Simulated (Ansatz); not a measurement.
Relaxed In2Si2O7 (space group C2/m):

```xyz
11
Lattice="3.2827 -4.2785 0.0000 3.2827 4.2785 0.0000 -1.0162 0.0000 4.5749" Properties=species:S:1:pos:R:3 pbc="T T T"
In     3.2827     1.6511     0.0000
In     3.2827    -1.6511     0.0000
Si     1.0457     0.0000     1.8785
Si     4.5036     0.0000     2.6964
O      4.2192    -1.3466     3.5721
O      1.3301     1.3466     1.0028
O      1.3301    -1.3466     1.0028
O      4.2192     1.3466     3.5721
O     -0.5081     0.0000     2.2875
O      3.6988     0.0000     1.2887
O      1.8505     0.0000     3.2862
```

The atoms are displaced by Q × the pattern below (from a DFPT mode at Γ, largest move 1; Q in Å), at fixed cell.

```
atom       x       y       z
----  ------  ------  ------
In1   -0.008   0.000   0.000
In2   -0.008   0.000   0.000
Si3   -0.421   0.000  -0.117
Si4   -0.421   0.000  -0.117
O5     0.154   0.381   0.635
O6     0.154   0.381   0.635
O7     0.154  -0.381   0.635
O8     0.154  -0.381   0.635
O9    -0.449   0.000  -0.727
O10    0.711   0.000  -0.703
O11    0.711   0.000  -0.703
```

Method: LDA (plane waves to 420 eV, PAW, scalar-relativistic; Ansatz, a first-principles code). k mesh 5×5×6 (Γ-centred), Fermi-Dirac smearing 0.05 eV. E stands for the smeared free energy. In2Si2O7 was relaxed with its symmetry unable to fall. The zero of ΔE is the undisplaced structure.

```csv
Q (Å),ΔE (meV/cell)
-0.180,619
-0.120,274
-0.060,68
0.000,0
0.060,68
0.120,274
0.180,619
```

Task: Which DFPT wavenumber at Γ belongs to this mode?
A) 564 cm⁻¹
B) 336 cm⁻¹
C) 263 cm⁻¹
D) 111 cm⁻¹

Result: B, 336 cm⁻¹. The curvature of the scan gives 336 cm⁻¹

(A displaced cell: forces are minus the slopes of the energy, force constants its curvatures, and phonons follow from these.)
